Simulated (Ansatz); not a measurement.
V3Sn in space group P6_3/mmc (No. 194; V on 6h, Sn on 2c) under volume change, the program Ansatz at the r²SCAN level (PAW), shape and atoms relaxed at each volume.

```
V (Å³/atom)  E − E(relaxed) (meV/atom)  P (GPa)
-----------  -------------------------  -------
13.986                            69.7    17.70
14.447                            29.1    10.76
14.908                             6.8     4.90
15.369                             0.0     0.00
15.831                             6.0    -4.04
16.292                            22.6    -7.37
16.753                            47.8   -10.05
```

What does a third-order Birch–Murnaghan fit give for V₀, B₀ and B′?

V₀ = 15.37 Å³/atom, B₀ = 147 GPa, B′ = 5.2.

The workflow started from an entry of the Crystallography Open Database (COD), which files this formula under 2 space groups. Whether it is the stable phase at ambient conditions was not checked. The r²SCAN relaxation kept the symmetry of its start; its stability against distortions is not shown here. The final state is ferromagnetic, the only order run, not a proven ground state. Other orbital occupations within this spin state were not tried. Spin–orbit coupling is left out wherever it is not named.

Potentials: the later of the program's two PAW sets.
